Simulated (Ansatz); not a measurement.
Input:

Starting cell, Ge (diamond):

```yaml
crystal:
  lattice:
    - [0.00000, 2.83720, 2.83720]
    - [2.83720, 0.00000, 2.83720]
    - [2.83720, 2.83720, 0.00000]
  atoms:
    - { symbol: Ge, position: [0.50000, 0.50000, 0.50000] }
    - { symbol: Ge, position: [0.75000, 0.75000, 0.75000] }
```

Scan: atom 2 (Ge, nearest neighbour Ge at 2.457 Å; its periodic images, 4.0 Å or more away, move with it) is displaced along Cartesian [110], direction (0.707, 0.707, 0.000) in Cartesian axes, by s. The other atoms stay.

These are r2SCAN (plane waves to 500 eV, PAW, scalar-relativistic; Ansatz, a quantum-chemistry and plane-wave program) values and carry that method's errors. k mesh 8×8×8 (Γ-centred), Fermi-Dirac smearing 0.05 eV. Energies are smeared free energies. As the smearing reaches across the gap at some points, energies and forces of such displacements shift with the k mesh and the smearing. Ge was relaxed with its symmetry unable to fall. ΔE is measured from the undisplaced structure.

The scan covers s from -0.740 to 0.740 Å in 11 points.

### Question
Is the energy the same for equal positive and negative displacements?

### Answer
Even: the same for both signs. With its periodic images moving along, the atom's site symmetry in this cell is -43m.

### Question
What is the force constant k = d²E/ds² of this move at s = 0?

### Answer
11.5 eV/Å².

(For displaced atoms, the force is minus the slope of the energy, and its curvature is a force constant, which sets phonon frequencies.)
